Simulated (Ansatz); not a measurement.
Rh (fcc (Cu type)), relaxed with PBE (Ansatz, a first-principles code, plane waves, PAW): a = b = c = 3.8301 Å, α = β = γ = 90.00°.

```
Property              Result
--------------------  ------
B₀ by P(V) fit (GPa)     257
```

### Question
The same phase is relaxed and computed with PBEsol in the same code. What are the cell and these values now?

### Answer
a = 3.780 Å, b = 3.780 Å, c = 3.780 Å, α = 90.00°, β = 90.00°, γ = 90.00°.

* **B₀ by P(V) fit (GPa)**: 295

All cells were relaxed under the symmetry of their starts (and spin orders); stability against distortions was not tested throughout. Rows with no word on spin ran without spin polarisation. Spin–orbit coupling is left out wherever it is not named.

Potentials: the earlier of the program's two PAW sets.

Ansatz is a plane-wave DFT program.
